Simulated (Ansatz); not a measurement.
Mg2Si (fluorite or antifluorite type, Fm-3m) at seven volumes, PBE (plane waves, PAW; program Ansatz), scaled uniformly. One row is withheld.

| V (Å³/atom) | P (GPa) |
|---|---|
| 19.549 | ? |
| 20.194 | 3.80 |
| 20.838 | 1.76 |
| 21.483 | 0.00 |
| 22.127 | -1.50 |
| 22.772 | -2.80 |
| 23.416 | -3.91 |

Task: Fit the shown pressures and predict the withheld one.

Result: P = (3/2)B₀(x^(7/2) − x^(5/2))[1 + (3/4)(B′ − 4)(x − 1)] with x = (V₀/V)^(2/3). Least squares on the six rows gives V₀ = 21.484 Å³/atom, B₀ = 54.1 GPa, B′ = 4.07. At V = 19.549, x = 1.0649 and P = 6.19 GPa. The run itself gave 6.18 GPa.

Symmetry was held in the PBE relaxation; phonons on a q-mesh show no instability.

Potentials: the later of the program's two PAW sets.
